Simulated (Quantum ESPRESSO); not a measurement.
Ga3MgP3S, input and log of a self-consistent run

A calculation, not a measurement. The program is pw.x of Quantum ESPRESSO 7.5 (plane-wave density functional theory). The cell is made up: 8 atoms on a zincblende/diamond lattice, with randomly drawn elements, strain and displacements, not relaxed. PseudoDojo standard norm-conserving files (v0.5 for PBE, v0.4.1 for LDA and PBEsol) set the functional; there is no spin polarisation, spin-orbit coupling or dispersion term, and the masses in the input are unused placeholders.

Input:

```
&control calculation='scf', pseudo_dir='./dojo.nc.sr.pbe.v0_5.standard.upf', outdir='./o', disk_io='medium', tprnfor=.true., tstress=.true. /
&system ibrav=0, nat=8, ntyp=4, nbnd=41, ecutwfc=84.00895049, nosym=.true., tot_charge=0,
 occupations='smearing', smearing='fd', degauss=0.0018374661
/
&electrons conv_thr=7.350e-09, electron_maxstep=60, /
ATOMIC_SPECIES
Ga 1.0 Ga.upf
Mg 1.0 Mg.upf
P 1.0 P.upf
S 1.0 S.upf
CELL_PARAMETERS angstrom
5.4845 -0.0126 0.0834
-0.0126 5.5322 -0.0029
0.0834 -0.0029 5.6756
ATOMIC_POSITIONS angstrom
Ga -0.0247 -0.0589 -0.03
Ga -0.0128 2.7929 2.775
Ga 2.8802 0.0021 2.9123
Mg 2.7148 2.711 0.0555
P 1.4308 1.4044 1.4341
P 1.3953 4.1504 4.2471
S 4.1268 1.3445 4.2996
P 4.0469 4.1012 1.4269
K_POINTS automatic
4 4 4 1 1 1
```

The log is shortened where brackets say so; the opening notice, blank lines, dates and the lines on written files are dropped, and the path of the files is cut. It prints rydbergs, bohrs and kilobars, and counts compression as positive stress. With no partly filled state, the Fermi energy that it prints is only some level between the filled and the empty states on the mesh, and need not lie in the true gap.

```
     Program PWSCF v.7.5
     Parallel version (MPI & OpenMP), running on       1 processor cores
     Number of MPI processes:                 1
     Threads/MPI process:                     1
     [start-up lines left out]
     bravais-lattice index     =            0
     lattice parameter (alat)  =      10.3654  a.u.
     unit-cell volume          =    1161.8334 (a.u.)^3
     number of atoms/cell      =            8
     number of atomic types    =            4
     number of electrons       =        70.00
     number of Kohn-Sham states=           41
     kinetic-energy cutoff     =      84.0090  Ry
     charge density cutoff     =     336.0358  Ry
     scf convergence threshold =      7.3E-09
     mixing beta               =       0.7000
     number of iterations used =            8  plain     mixing
     Exchange-correlation= PBE
                           (   1   4   3   4   0   0   0)
     [axes and pseudopotential details left out]
   Cartesian axes
     site n.     atom                  positions (alat units)
         1        Ga     tau(   1) = (  -0.0045031  -0.0107381  -0.0054693  )
         2        Ga     tau(   2) = (  -0.0023336   0.5091749   0.5059115  )
         3        Ga     tau(   3) = (   0.5250906   0.0003829   0.5309428  )
         4        Mg     tau(   4) = (   0.4949365   0.4942437   0.0101182  )
         5        P      tau(   5) = (   0.2608498   0.2560368   0.2614514  )
         6        P      tau(   6) = (   0.2543778   0.7566614   0.7742908  )
         7        S      tau(   7) = (   0.7523588   0.2451164   0.7838621  )
         8        P      tau(   8) = (   0.7377922   0.7476917   0.2601388  )
     number of k points=    32  Fermi-Dirac smearing, width (Ry)=  0.0018
                       cart. coord. in units 2pi/alat
        k(    1) = (   0.1234899   0.1242805   0.1190544), wk =   0.0625000
        k(    2) = (   0.1198153   0.1243989   0.3607194), wk =   0.0625000
     [further k points left out]
     Dense  grid:   120875 G-vectors     FFT dimensions: (  64,  64,  64)
     Estimated max dynamical RAM per process >     163.75 MB
     Initial potential from superposition of free atoms
     starting charge      69.9907, renormalised to      70.0000
     Starting wfcs are   48 randomized atomic wfcs
     total cpu time spent up to now is       18.6 secs
     per-process dynamical memory:    93.3 Mb
     Self-consistent Calculation
     iteration #  1     ecut=    84.01 Ry     beta= 0.70
     Davidson diagonalization with overlap
     ethr =  1.00E-02,  avg # of iterations =  4.0
     Threshold (ethr) on eigenvalues was too large:
     Diagonalizing with lowered threshold
     Davidson diagonalization with overlap
     ethr =  5.80E-04,  avg # of iterations =  2.0
     total cpu time spent up to now is       95.4 secs
     total energy              =    -641.31583290 Ry
     estimated scf accuracy    <       0.40431435 Ry
     iteration #  2     ecut=    84.01 Ry     beta= 0.70
     Davidson diagonalization with overlap
     ethr =  5.78E-04,  avg # of iterations =  3.6
     total cpu time spent up to now is      138.9 secs
     total energy              =    -641.40863849 Ry
     estimated scf accuracy    <       0.17372726 Ry
     iteration #  3     ecut=    84.01 Ry     beta= 0.70
     Davidson diagonalization with overlap
     ethr =  2.48E-04,  avg # of iterations =  2.5
     total cpu time spent up to now is      171.7 secs
     total energy              =    -641.44642997 Ry
     estimated scf accuracy    <       0.01133555 Ry
     iteration #  4     ecut=    84.01 Ry     beta= 0.70
     Davidson diagonalization with overlap
     ethr =  1.62E-05,  avg # of iterations =  9.1
     total cpu time spent up to now is      217.0 secs
     total energy              =    -641.44938427 Ry
     estimated scf accuracy    <       0.00173281 Ry
     iteration #  5     ecut=    84.01 Ry     beta= 0.70
     Davidson diagonalization with overlap
     ethr =  2.48E-06,  avg # of iterations =  4.1
     total cpu time spent up to now is      257.8 secs
     total energy              =    -641.44969237 Ry
     estimated scf accuracy    <       0.00016001 Ry
     iteration #  6     ecut=    84.01 Ry     beta= 0.70
     Davidson diagonalization with overlap
     ethr =  2.29E-07,  avg # of iterations =  2.6
     total cpu time spent up to now is      298.2 secs
     total energy              =    -641.44972418 Ry
     estimated scf accuracy    <       0.00001103 Ry
     iteration #  7     ecut=    84.01 Ry     beta= 0.70
     Davidson diagonalization with overlap
     ethr =  1.58E-08,  avg # of iterations =  3.7
     total cpu time spent up to now is      347.7 secs
     total energy              =    -641.44972779 Ry
     estimated scf accuracy    <       0.00000072 Ry
     iteration #  8     ecut=    84.01 Ry     beta= 0.70
     Davidson diagonalization with overlap
     ethr =  1.03E-09,  avg # of iterations =  3.5
     total cpu time spent up to now is      394.7 secs
     total energy              =    -641.44972804 Ry
     estimated scf accuracy    <       0.00000023 Ry
     iteration #  9     ecut=    84.01 Ry     beta= 0.70
     Davidson diagonalization with overlap
     ethr =  3.25E-10,  avg # of iterations =  2.2
     total cpu time spent up to now is      431.2 secs
     total energy              =    -641.44972811 Ry
     estimated scf accuracy    <       0.00000002 Ry
     iteration # 10     ecut=    84.01 Ry     beta= 0.70
     Davidson diagonalization with overlap
     ethr =  3.12E-11,  avg # of iterations =  2.0
     total cpu time spent up to now is      466.0 secs
     End of self-consistent calculation
          k = 0.1235 0.1243 0.1191 ( 15102 PWs)   bands (ev):
   -68.2042 -35.0306 -35.0095 -35.0001  -8.5661  -8.3015  -8.2718  -8.2590
    -8.2355  -8.2266  -8.2095  -8.1950  -8.1822  -8.1767  -8.1736  -8.1648
    -8.1431  -8.1414  -8.1319  -6.9541  -4.3503  -2.8796  -2.7599  -0.1172
     0.0187   1.6058   2.6030   3.1290   3.5911   3.8422   4.2845   4.5783
     4.9875   5.9678   6.1712   7.7434   8.3590   8.5262   8.8797   9.0853
     9.2078
     [levels at the other k points left out]
     the Fermi energy is     6.7950 ev
!    total energy              =    -641.44972811 Ry
     estimated scf accuracy    <          2.6E-09 Ry
     smearing contrib. (-TS)   =      -0.00000000 Ry
     internal energy E=F+TS    =    -641.44972811 Ry
     The total energy is F=E-TS. E is the sum of the following terms:
     one-electron contribution =    -342.36931455 Ry
     hartree contribution      =     211.55985543 Ry
     xc contribution           =    -160.17614925 Ry
     ewald contribution        =    -350.46411975 Ry
     convergence has been achieved in  10 iterations
     Forces acting on atoms (cartesian axes, Ry/au):
     atom    1 type  1   force =     0.03027817    0.00282344    0.03079545
     atom    2 type  1   force =     0.03216816    0.01499559   -0.01579972
     atom    3 type  1   force =    -0.05624947   -0.02065736   -0.03677538
     atom    4 type  2   force =    -0.00891185    0.02718857   -0.03667493
     atom    5 type  3   force =    -0.05300116   -0.05367024    0.04339204
     atom    6 type  3   force =    -0.00748637    0.00142822   -0.01541207
     atom    7 type  4   force =     0.03271320   -0.00206767   -0.00500473
     atom    8 type  3   force =     0.03048932    0.02995944    0.03547932
     Total force =     0.150142     Total SCF correction =     0.000191
     Computing stress (Cartesian axis) and pressure
          total   stress  (Ry/bohr**3)                   (kbar)     P=       12.40
   0.00010389   0.00009630  -0.00012969           15.28       14.17      -19.08
   0.00009630   0.00011559  -0.00000846           14.17       17.00       -1.24
  -0.00012969  -0.00000846   0.00003335          -19.08       -1.24        4.91
     init_run     :     16.11s CPU     18.51s WALL (       1 calls)
     electrons    :    431.70s CPU    447.36s WALL (       1 calls)
     forces       :      5.64s CPU      5.71s WALL (       1 calls)
     stress       :     20.44s CPU     20.54s WALL (       1 calls)
     [timing details left out]
     PWSCF        :   7m54.16s CPU   8m13.33s WALL
     JOB DONE.
```

In other units: free energy -8727.368 eV for the cell, pressure 1.24 GPa, largest force component 1.446 eV/Å. A rerun of this cell at 1437 eV and a 6 x 6 x 6 mesh moved values by no more than 0.007 eV in energy, 0.02 GPa in stress and 0.002 eV/Å in force.